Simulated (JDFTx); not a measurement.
System: Ir(111) (Fm-3m bulk; lattice of mp-101, not re-optimised at this level), 1x1 cell of 6 atoms in 6 planes, area 6.43 Å² a face, 11.1 Å between the outermost planes in a cell 27.1 Å high; k mesh 10×10×1, Fermi width 0.01 Ha, no spin polarisation.

Level of theory: PBE, GBRV ultrasoft potentials, plane waves to 20/100 Ha; code: JDFTx (a modified build). Liquid on both sides: CANDLE, water, 1 M KCl; nuclei fixed, outer atoms relaxed in vacuum. SHE scale: U = −μ/e − 4.44 V, by convention. The surface is an ideal bare cut with both faces alike: no reconstruction, overlayer or explicit solvent molecules. On the negative side CANDLE's cavity feels the periodic box, so those points shift with the cell height. Convergence in thickness and k mesh wasn't tested for this slab.

| U (V vs SHE) | μ (eV) | excess electrons per cell | σ (μC/cm², per face) | run |
|---|---|---|---|---|
| 0.15 | -4.59 | 0.169 | -21.1 | fixed potential |
| 0.45 | -4.89 | 0.072 | -8.9 | fixed potential |
| 0.75 | -5.19 | 0.000 | 0.0 | neutral |
